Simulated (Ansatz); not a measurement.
Course of a relaxation: Ta2F

Recipe of this trial structure of Ta2F: close-packed metal layers stacked AB, with sites between them filled layer by layer (P-3m1, No. 164) (elements of the layers in order: Ta Ta). Its size is a rough estimate.

```
CELL_PARAMETERS angstrom
2.92976 0.00000 0.00000
-1.46488 2.53724 0.00000
0.00000 0.00000 4.96929
ATOMIC_POSITIONS crystal
Ta 0.33333 0.66667 0.75716
Ta 0.66667 0.33333 0.24284
F 0.00000 0.00000 0.00000
```

Computed with Ansatz, DFT PBE, scalar-relativistic, plane waves, PAW. Cutoff 420 eV, Gaussian smearing, Γ-centred meshes. Cell and atoms relax first on a coarse mesh and then on a finer one. In between, the cell is made exact in the group found at 0.06 Å. In metals the finer mesh still leaves noise of several meV/atom or more. The steps can't lower the symmetry of their start. No spin polarisation in the relaxation; trial moments died out in a coarse test.

Steps on the 6×6×4 mesh (3 atoms, 14 steps). The free energy counts from the last step; the plane-wave basis is renewed at times, which shifts energy and pressure.

| step | ΔF (meV/atom) | V (Å³/atom) | P (GPa) | largest force component (eV/Å) |
| --- | --- | --- | --- | --- |
| 1 | 1297.4 | 12.31 | 61.96 | 6.349 |
| 2 | 599.4 | 13.63 | 21.11 | 1.507 |
| 3 | 472.6 | 14.56 | 5.44 | 0.768 |
| 4 | 389.5 | 14.91 | 1.86 | 0.170 |
| 5 | 296.2 | 15.06 | -0.97 | 0.600 |
| 6 | 194.2 | 15.09 | -3.33 | 0.591 |
| 7 | 111.6 | 14.82 | -3.08 | 0.276 |
| 8 | 138.2 | 14.73 | -0.64 | 1.559 |
| 9 | 98.8 | 14.52 | 0.66 | 0.050 |
| 10 | 98.8 | 14.58 | -0.25 | 0.016 |
| 11 | 20.0 | 14.58 | 4.95 | 0.005 |
| 12 | 3.1 | 14.97 | 0.86 | 0.165 |
| 13 | 1.3 | 15.06 | -0.11 | 0.014 |
| 14 | 0.0 | 15.06 | -0.05 | 0.014 |

The relaxed structure, after a last relaxation on the converged mesh:

```
CELL_PARAMETERS angstrom
2.84815 0.00000 0.00000
-1.42408 2.46657 0.00000
0.00000 0.00000 6.51628
ATOMIC_POSITIONS crystal
Ta 0.33333 0.66667 0.69449
Ta 0.66667 0.33333 0.30551
F 0.00000 0.00000 0.00000
```

The symmetry stays P-3m1 (No. 164). The volume per atom grows by 23.9 %, from 12.3 to 15.3 Å³. The shortest distance goes from 2.08 Å (Ta–F) to 2.58 Å (Ta–F). The ratio c/a of the conventional cell changes by a factor of 1.35. The energy falls by about 1.3 eV/atom (the start's value is from the coarse mesh). Ta has 3 F at 2.58 Å, 6 Ta at 2.85 Å and 3 Ta at 3.02 Å; around F lie 6 Ta at 2.58 Å and 6 F at 2.85 Å.

```
Volume per atom                            : 15.26 Å³
Density                                    : 13.82 g/cm³
Energy over the elements                   : −0.49 eV/atom
Gap on the 18×18×8 mesh of the 3-atom cell : 0 eV (a metal)
```

Formation energies are uncorrected and refer to the elements' standard structures at the same level (F₂ as a molecule).

The last run used Gaussian smearing of 0.10 eV. These runs have no spin–orbit coupling, which can matter for Ta. An odd number of electrons in the primitive cell allows no gap without spin; a larger cell or a magnetic state could open one. Symmetry constrained the relaxation, so the result can be a saddle point. In all, the 3 runs took 120 s on 1 thread of Arm Neoverse V2, with other jobs on the host.
